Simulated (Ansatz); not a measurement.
# Relaxing lithium (beta-Sn type)

The calculation used DFT, PBEsol, plane waves (420 eV) with PAW, scalar-relativistic (Ansatz 0.2.0). The PAW files were generated under PBE, with cores re-solved for the functional.

k-point mesh 12×12×8, Fermi-Dirac smearing 0.1 eV, no spin polarisation. Cell and atoms relax.

Starting structure:

```yaml
crystal:
  lattice:
    - [-2.7491560018, 2.7491560018, 1.501039177]
    - [2.7491560018, -2.7491560018, 1.501039177]
    - [2.7491560018, 2.7491560018, -1.501039177]
  atoms:
    - { symbol: Li, position: [0.0, 0.0, 0.0] }
    - { symbol: Li, position: [0.75, 0.25, 0.5] }
hamiltonian:
  xc: pbesol
  pseudopotentials:
    kind: paw
    azcp:
      Li: "pseudopotentials/Li.paw.azcp"
basis:
  ecutwfc: 420
  fft_grid_basis: typed
kpoints:
  mp_grid: { grid: [12, 12, 8], shift: [0, 0, 0] }
magnetization:
  spin_polarized: false
scf:
  occupations: { method: fermi_dirac, width: 0.1 }
relax:
  max_steps: 60
  f_tol: 0.01
  cell: {}
```

Q: The pressure at the start is -1.2 GPa. By how much does the volume change?

A: From 22.69 to 20.22 Å³ per atom, -10.9 %. The final cell has a = 3.080 Å, b = 5.278 Å, c = 4.975 Å.

The cell has left the beta-Sn structure type; it ends in C2/c.

Q: How much energy does the relaxation gain?

A: 83.5 meV per atom.

Path of the relaxation (the plane waves are chosen anew near the end, which can shift the energy a little):

| step | E − E(final) (meV/atom) | V (Å³/atom) | P (GPa) | max force (eV/Å) |
| --- | --- | --- | --- | --- |
| 0 | 83.46 | 22.689 | -1.17 | 0.000 |
| 1 | 76.84 | 21.578 | -0.70 | 0.000 |
| 2 | 73.97 | 20.136 | 0.11 | 0.002 |
| 3 | 73.92 | 20.319 | -0.01 | 0.009 |
| 4 | 73.39 | 20.124 | 0.11 | 0.001 |
| 5 | 69.00 | 20.672 | -0.25 | 0.019 |
| 6 | 66.03 | 20.346 | -0.06 | 0.007 |
| 7 | 54.56 | 20.004 | 0.18 | 0.024 |
| 8 | 39.63 | 19.568 | 0.50 | 0.016 |
| 9 | 25.74 | 19.454 | 0.57 | 0.021 |
| 10 | 15.35 | 19.533 | 0.48 | 0.014 |
| 11 | 11.12 | 20.189 | -0.03 | 0.014 |
| 12 | 10.52 | 20.112 | 0.01 | 0.004 |
| 13 | 10.48 | 20.117 | 0.00 | 0.000 |
| 14 | 10.45 | 20.143 | -0.02 | 0.001 |
| 15 | 10.21 | 20.232 | -0.09 | 0.011 |
| 16 | 9.43 | 20.298 | -0.19 | 0.024 |
| 17 | 8.26 | 20.159 | -0.16 | 0.027 |
| 18 | 7.20 | 19.496 | 0.25 | 0.005 |
| 19 | 5.36 | 19.691 | 0.15 | 0.006 |
| 20 | 4.94 | 20.053 | -0.08 | 0.009 |
| 21 | 4.77 | 19.945 | -0.01 | 0.001 |
| 22 | 4.76 | 19.920 | 0.02 | 0.000 |
| 23 | 4.76 | 19.943 | 0.00 | 0.000 |
| 24 | 1.23 | 19.943 | 0.20 | 0.000 |

The k-point mesh keeps fewer symmetry operations than the starting structure has, so the cell can leave it.
